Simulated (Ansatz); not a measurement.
The relaxed structure here is a generated cell of TaAs: the first start was made by placing the elements on the sites of a structure type, and the end was not matched to a known phase here, so it may be hypothetical. Known forms of TaAs include space group No. 109.

A relaxed cell of TaAs (Fd-3m (No. 227)), relaxed on a k-mesh at least as fine as the one used below. Calculation: PBE (plane waves to 420 eV, PAW, scalar-relativistic; Ansatz, an electronic-structure program). Γ-centred k-mesh 9×9×9 on the run's cell (coarser than for final values), Fermi–Dirac smearing 0.05 eV.

```
CELL_PARAMETERS angstrom
      0.00000     6.53354     6.53354
      3.26677     3.26677     6.53354
      3.26677     3.26677     0.00000
ATOMIC_POSITIONS crystal
  Ta 0.00000 0.75000 0.75000
  Ta 0.50000 0.75000 0.75000
  Ta 0.00000 0.50000 0.50000
  Ta 0.50000 0.50000 0.50000
  As 0.00000 0.00000 0.00000
  As 0.50000 0.00000 0.00000
  As 0.00000 0.25000 0.25000
  As 0.50000 0.25000 0.25000
```

The atoms are displaced along an unstable phonon of this cell by (Å):

```tsv
atom	ux	uy	uz
Ta1	0.000	-0.085	0.000
Ta2	0.000	0.085	0.000
Ta3	-0.085	0.000	0.000
Ta4	0.085	0.000	0.000
As5	-0.150	0.000	0.000
As6	0.150	0.000	0.000
As7	0.000	-0.150	0.000
As8	0.000	0.150	0.000
```

What forces (eV/Å) and pressure result?


| atom | Fx | Fy | Fz |
|---|---|---|---|
| Ta1 | 0.00 | -0.54 | 0.00 |
| Ta2 | 0.00 | 0.54 | 0.00 |
| Ta3 | -0.54 | 0.00 | 0.00 |
| Ta4 | 0.54 | 0.00 | 0.00 |
| As5 | -0.36 | 0.00 | 0.00 |
| As6 | 0.36 | 0.00 | 0.00 |
| As7 | 0.00 | -0.36 | 0.00 |
| As8 | 0.00 | 0.36 | 0.00 |

Pressure +0.2 GPa.

The undisplaced cell is probably no minimum: from this displacement the run went on to P4₁2₁2 (No. 92), 0.24 eV/atom below it.

No spin polarisation in the result.
